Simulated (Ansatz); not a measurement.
Here is the system:

CdTe:
```
CELL_PARAMETERS angstrom
      4.56116     0.00000     0.00000
     -2.28058     3.95008     0.00000
      0.00000     0.00000    10.46920
ATOMIC_POSITIONS crystal
  Cd 0.50038 0.00000 0.33333
  Cd 0.00000 0.50038 0.66667
  Cd 0.49962 0.49962 0.00000
  Te 0.50017 0.00000 0.83333
  Te 0.00000 0.50017 0.16667
  Te 0.49983 0.49983 0.50000
```

This is the r²SCAN-relaxed structure. Tensor components refer to the Cartesian frame of this cell.

**Question.** All from the program Ansatz at the r²SCAN level (PAW), unless another level is named. Estimate the Hill bulk and shear moduli.

**Answer.** 45.2 and 18.2 GPa.

**Question.** Give the highest zone-centre frequency (without LO–TO term).

**Answer.** 160 cm⁻¹.

**Question.** Next, the piezoelectric stress constants (proper, relaxed ions, C/m²)?

**Answer.** e14 = 0.41, e25 = -0.41.

Space group P6_422. The workflow started from a Materials Project entry (that database holds measured and hypothetical structures alike); the Crystallography Open Database copy checked does not list it. It is not the phase usual at ambient conditions (space group No. 216). The r²SCAN relaxation kept the symmetry of its start; its stability against distortions is not shown here. Signs of piezoelectric constants follow the polarity of the cell as given. Spin–orbit coupling is left out wherever it is not named.

Potentials: the later of the program's two PAW sets.
